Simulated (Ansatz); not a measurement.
A relaxation computed with Ansatz, from input to last step.

```yaml
crystal:
  lattice:
    - [4.511104677, 0.0, 0.0]
    - [-2.2555523385, 3.9067312495, 0.0]
    - [0.0, 0.0, 2.8676666153]
  atoms:
    - { symbol: Hf, position: [0.0, 0.0, 0.0] }
    - { symbol: Pt, position: [0.3333333333, 0.6666666667, 0.5] }
    - { symbol: Pt, position: [0.6666666667, 0.3333333333, 0.5] }
basis:
  ecutwfc: 420
kpoints:
  mp_grid: { grid: [6, 6, 6] }
hamiltonian:
  xc: pbe
scf:
  occupations: { method: gaussian, width: 0.1 }
  lower_state_search: "off"
output:
  forces: true
  stress: true
  eigenvalues: true
relax:
  adjacent_minimum: "off"
  f_tol: 0.04
  max_steps: 70
  cell: { stress_tol: 0.4 }
```

```bash
ansatz run input.yaml --threads 1 --pin off --max-ram 2560MiB --backend cpu --events-out ev --progress --plain --runs-dir out
```

Theory: DFT PBE, scalar-relativistic, plane waves, PAW in Ansatz.

Of 5 frames 5 are shown, positions in Å and forces in eV/Å; the SCF threshold varies from step to step. Steps run on the plane waves of an earlier cell, with a Pulay correction in the pressure. The basis is chosen afresh for the last frame, the zero of the energies, and at times for earlier ones too; energy and pressure step there, also at an unchanged geometry. The mark taken_back stands on steps that the optimiser undid.

```xyz
3
Lattice="4.5111 0.0000 0.0000 -2.2556 3.9067 0.0000 0.0000 0.0000 2.8677" Properties=species:S:1:pos:R:3:forces:R:3 pbc="T T T" step=1 free_energy_over_end_meV_per_atom=30.32 pressure_GPa=7.51
Hf    0.0000    0.0000    0.0000    0.0000    0.0000    0.0000
Pt    0.0000    2.6045    1.4338    0.0000    0.0000    0.0000
Pt    2.2556    1.3022    1.4338    0.0000    0.0000    0.0000
3
Lattice="4.7312 0.0000 0.0000 -2.3656 4.0974 0.0000 0.0000 0.0000 2.8119" Properties=species:S:1:pos:R:3:forces:R:3 pbc="T T T" step=2 free_energy_over_end_meV_per_atom=37.71 pressure_GPa=-8.88 taken_back
Hf    0.0000    0.0000    0.0000    0.0000    0.0000    0.0000
Pt    0.0000    2.7316    1.4060    0.0000    0.0000    0.0000
Pt    2.3656    1.3658    1.4060    0.0000    0.0000    0.0000
3
Lattice="4.6170 0.0000 0.0000 -2.3085 3.9984 0.0000 0.0000 0.0000 2.8211" Properties=species:S:1:pos:R:3:forces:R:3 pbc="T T T" step=3 free_energy_over_end_meV_per_atom=0.29 pressure_GPa=-0.44
Hf    0.0000    0.0000    0.0000    0.0000    0.0000    0.0000
Pt    0.0000    2.6656    1.4105    0.0000    0.0000    0.0000
Pt    2.3085    1.3328    1.4105    0.0000    0.0000    0.0000
3
Lattice="4.6118 0.0000 0.0000 -2.3059 3.9939 0.0000 0.0000 0.0000 2.8225" Properties=species:S:1:pos:R:3:forces:R:3 pbc="T T T" step=4 free_energy_over_end_meV_per_atom=0.19 pressure_GPa=-0.05
Hf    0.0000    0.0000    0.0000    0.0000    0.0000    0.0000
Pt    0.0000    2.6626    1.4112    0.0000    0.0000    0.0000
Pt    2.3059    1.3313    1.4112    0.0000    0.0000    0.0000
3
Lattice="4.6118 0.0000 0.0000 -2.3059 3.9939 0.0000 0.0000 0.0000 2.8225" Properties=species:S:1:pos:R:3:forces:R:3 pbc="T T T" step=5 free_energy_over_end_meV_per_atom=0.00 pressure_GPa=-0.05
Hf    0.0000    0.0000    0.0000    0.0000    0.0000    0.0000
Pt    0.0000    2.6626    1.4112    0.0000    0.0000    0.0000
Pt    2.3059    1.3313    1.4112    0.0000    0.0000    0.0000
```

The start puts this composition into another compound's structure type, which needn't suit it. At the end the space group is P6/mmm (tolerance 0.05 Å).

The run took 11 s on 1 thread of Intel(R) Xeon(R) 6975P-C (Granite Rapids) (shared host), peak memory 0.4 GiB.

The k mesh is coarse. Spin–orbit coupling is left out, which can shift energies with elements as heavy as these.